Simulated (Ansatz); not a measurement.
Born–Oppenheimer molecular dynamics of a 15-atom Li6ZnCl8 cell at 21.60 Å³/atom, computed with Ansatz: Langevin thermostat at 640 K, 250 steps of 1.5 fs, friction 0.03 1/fs. The run is short and the cell small, so it isn't an equilibrium average.

```yaml
crystal:
  lattice:
    - [6.784291, -0.045759, 0.305774]
    - [-0.045759, 6.934014, 0.068913]
    - [0.305774, 0.068913, 6.902223]
  atoms:
    - { symbol: Zn, position: [0.0073391609, 0.5803432472, 0.9331516708] }
    - { symbol: Cl, position: [0.2038397573, 0.1671991029, 0.4233590846] }
    - { symbol: Cl, position: [0.8221606857, 0.405066938, 0.6947533563] }
    - { symbol: Cl, position: [0.0356581401, 0.8942939919, 0.9326149] }
    - { symbol: Cl, position: [0.2441797084, 0.658968061, 0.2817073611] }
    - { symbol: Cl, position: [0.5776908321, 0.9410854931, 0.67349403] }
    - { symbol: Cl, position: [0.7304736655, 0.0700446737, 0.2135065527] }
    - { symbol: Cl, position: [0.7734229777, 0.5718339534, 0.2175682466] }
    - { symbol: Cl, position: [0.2697692972, 0.3736402944, 0.9243183598] }
    - { symbol: Li, position: [0.0176206268, 0.9020541273, 0.3168091155] }
    - { symbol: Li, position: [0.1654779393, 0.137719022, 0.7141433085] }
    - { symbol: Li, position: [0.9862570931, 0.4186326495, 0.4258480408] }
    - { symbol: Li, position: [0.7311849251, 0.059428122, 0.9200155727] }
    - { symbol: Li, position: [0.5120408672, 0.3658608371, 0.3940078407] }
    - { symbol: Li, position: [0.4194498354, 0.9081878561, 0.3600148869] }
  symmetry: { detect: false }
basis:
  ecutwfc: 420
  xc_grid: 1
kpoints:
  mp_grid: { grid: [1, 1, 1], shift: [0.0, 0.0, 0.0] }
hamiltonian:
  xc: pbe
scf:
  occupations: { method: fermi_dirac, width: 0.0552 }
  lower_state_search: "off"
  convergence: { dr2_threshold: 1.0e-05 }
output:
  forces: true
  stress: true
md:
  timestep: 1.5
  n_steps: 250
  ensemble: nvt_langevin
  friction: 0.03
  temperature: 640.0
  initial_velocities: maxwell_boltzmann
  seed: 42207
```

```bash
ansatz run input.yaml --threads 2 --pin off --max-ram 5120MiB --backend cpu --events-out ev --progress --plain --runs-dir out
```

These are results of DFT PBE, scalar-relativistic, plane waves, PAW (Ansatz), not measurements.

6 frames, positions in Å (not wrapped into the cell) and forces in eV/Å:

```xyz
15
Lattice="6.784 -0.046 0.306 -0.046 6.934 0.069 0.306 0.069 6.902" Properties=species:S:1:pos:R:3:forces:R:3 pbc="T T T" time_fs=0.0 temperature_K=597 free_energy_over_first_frame_eV=0.000
Zn    0.309    4.088    6.483   -0.230   -1.170    0.050
Cl    1.505    1.179    2.996    0.180   -0.030   -1.320
Cl    5.772    2.819    5.075   -0.090   -0.070    1.180
Cl    0.486    6.264    6.510    0.470    0.370   -0.730
Cl    1.713    4.578    2.064    0.200    0.140    0.790
Cl    4.082    6.545    4.890   -0.450   -0.100   -0.170
Cl    5.018    0.467    1.702   -0.820    0.680    1.520
Cl    5.287    3.945    1.778    0.110   -0.330   -0.300
Cl    2.096    2.642    6.488   -0.220    0.110   -0.320
Li    0.175    6.276    2.254   -0.610   -0.060   -0.300
Li    1.335    0.997    4.989    0.210   -0.090    1.760
Li    6.802    2.887    3.270    0.300    0.400   -1.030
Li    5.239    0.442    6.578   -0.280   -0.020   -1.240
Li    3.578    2.541    2.901    0.260    0.010   -0.250
Li    2.914    6.303    2.676    0.990    0.150    0.360
15
Lattice="6.784 -0.046 0.306 -0.046 6.934 0.069 0.306 0.069 6.902" Properties=species:S:1:pos:R:3:forces:R:3 pbc="T T T" time_fs=75.0 temperature_K=733 free_energy_over_first_frame_eV=-1.115
Zn    0.207    3.785    6.610   -0.280    0.110   -0.310
Cl    1.394    0.946    3.134   -0.170    0.020   -0.490
Cl    5.716    2.698    5.156    0.100    0.280    0.050
Cl    0.494    6.034    6.247   -0.790   -0.250    0.460
Cl    1.615    4.587    2.382   -0.430   -0.440    0.150
Cl    3.836    6.600    5.016    0.080   -0.190    0.310
Cl    4.654    0.597    1.810    0.190   -0.250   -0.460
Cl    5.126    3.898    1.728    0.440    0.130   -0.130
Cl    2.081    2.643    6.577    0.170   -0.370   -0.020
Li   -0.407    6.082    2.117    0.210   -0.060   -0.070
Li    1.712    0.601    5.237    0.900    0.450    0.400
Li    6.969    2.674    3.152   -0.190    0.600   -0.050
Li    5.413    0.789    6.322   -0.320   -0.530    0.130
Li    3.667    2.343    2.795   -0.330    0.100    0.030
Li    2.926    6.140    3.010    0.430    0.400    0.000
15
Lattice="6.784 -0.046 0.306 -0.046 6.934 0.069 0.306 0.069 6.902" Properties=species:S:1:pos:R:3:forces:R:3 pbc="T T T" time_fs=150.0 temperature_K=647 free_energy_over_first_frame_eV=-0.791
Zn    0.172    3.901    6.598    0.400   -0.410   -0.260
Cl    1.066    1.125    3.314   -0.510   -1.030   -0.140
Cl    5.524    2.863    5.449    0.190    0.160   -0.830
Cl    0.344    6.191    6.708    0.450    0.210   -0.490
Cl    1.846    4.232    3.107   -0.270    0.900   -0.220
Cl    3.761    6.652    5.183   -0.320   -0.430   -0.690
Cl    4.398    0.442    1.612   -0.100    0.590    0.400
Cl    5.089    3.903    1.731    0.280    0.290    0.230
Cl    2.211    2.825    6.526   -0.710    0.110    0.360
Li   -0.134    5.916    2.085   -0.300    0.300    0.170
Li    1.878    0.714    5.545   -0.090    0.090    0.170
Li    6.566    3.067    3.059    0.460   -0.570    0.780
Li    5.277    0.794    6.273    0.080   -0.150    0.470
Li    3.000    2.242    3.307    0.450    0.170   -0.290
Li    2.904    6.296    2.929   -0.010   -0.240    0.330
15
Lattice="6.784 -0.046 0.306 -0.046 6.934 0.069 0.306 0.069 6.902" Properties=species:S:1:pos:R:3:forces:R:3 pbc="T T T" time_fs=225.0 temperature_K=685 free_energy_over_first_frame_eV=-1.533
Zn    0.391    3.817    6.632   -0.130    0.800    0.650
Cl    0.659    0.764    3.445    0.160   -0.370   -0.430
Cl    5.590    2.940    5.700   -0.330   -0.340   -0.690
Cl    0.541    6.207    6.558   -0.360   -0.550    0.260
Cl    2.036    4.021    3.568    0.330    0.020    0.170
Cl    3.706    6.858    5.205   -0.500   -0.190   -0.140
Cl    4.266    0.445    1.886   -0.480    0.250   -0.540
Cl    5.483    3.745    2.016    0.230    0.540    0.240
Cl    2.086    2.521    7.126    0.500    0.210    0.440
Li   -0.598    6.560    1.754    0.420   -0.320    0.480
Li    1.682    1.084    5.536    0.490   -0.530   -0.430
Li    6.919    2.903    3.689   -0.500    0.050   -0.170
Li    5.237    0.715    6.495    0.000   -0.050    0.100
Li    3.411    2.474    2.566    0.070    0.130   -0.160
Li    2.678    6.114    3.230    0.110    0.350    0.220
15
Lattice="6.784 -0.046 0.306 -0.046 6.934 0.069 0.306 0.069 6.902" Properties=species:S:1:pos:R:3:forces:R:3 pbc="T T T" time_fs=300.0 temperature_K=655 free_energy_over_first_frame_eV=-1.555
Zn    0.361    3.916    6.613    0.320   -0.630    0.280
Cl    0.689    0.424    3.291   -0.320    0.070   -0.280
Cl    5.581    2.923    5.622    0.190   -0.110   -0.270
Cl    0.355    6.100    6.544    0.130    0.960   -0.300
Cl    1.972    3.928    3.670   -0.040    0.040    0.060
Cl    3.531    6.707    5.332    0.130    0.000   -0.180
Cl    4.185    0.522    1.705    0.120    0.380    0.190
Cl    5.447    4.092    2.140    0.000   -1.300    0.130
Cl    2.258    2.769    7.148   -0.680   -0.100   -0.210
Li   -0.709    6.109    1.728    0.010    1.250    0.510
Li    1.637    0.963    5.334    0.550   -0.040    0.270
Li    6.832    2.518    3.548   -0.060    0.510   -0.120
Li    5.293    0.867    6.439   -0.550   -0.610    0.010
Li    3.406    2.987    2.218   -0.070   -0.390   -0.200
Li    2.646    6.181    3.242    0.270   -0.020    0.120
15
Lattice="6.784 -0.046 0.306 -0.046 6.934 0.069 0.306 0.069 6.902" Properties=species:S:1:pos:R:3:forces:R:3 pbc="T T T" time_fs=375.0 temperature_K=383 free_energy_over_first_frame_eV=-0.717
Zn    0.409    3.845    6.647   -1.120    1.860   -0.150
Cl    0.785    0.530    3.169   -0.250    0.330   -0.230
Cl    5.733    2.765    5.862   -0.810   -0.120   -1.270
Cl    0.205    6.164    6.521    0.340    0.190   -0.350
Cl    2.019    4.009    3.851    0.150    0.070   -0.620
Cl    3.712    6.920    5.063    0.080   -0.170    0.790
Cl    4.157    0.815    1.962    0.390    0.400   -0.890
Cl    5.327    4.175    2.196    0.290   -0.060    0.190
Cl    2.216    3.032    7.155    1.600   -1.180    0.610
Li   -0.670    6.347    1.727    0.070    0.500    0.760
Li    1.732    0.915    5.397    0.200   -0.200   -0.360
Li    7.075    2.781    3.010    0.150   -0.260    0.500
Li    5.267    0.871    6.727   -0.660   -0.850   -0.230
Li    3.305    3.185    1.996   -0.010   -0.570    0.530
Li    3.317    5.888    2.990   -0.410    0.070    0.720
```

Over the second half the temperature averages 625 K and the pressure (kinetic part included, positive in compression) 3.2 GPa. Mean square displacements at the end: Cl 0.68 Å², Li 0.71 Å², Zn 0.12 Å² (from the start of this run, the atoms' common shift taken off).

One k point is coarse for so small a cell, so forces and above all the pressure are rough.

The run took 2.3 min on 2 threads of Arm Neoverse V1, with other jobs on the host, peak memory 0.38 GiB.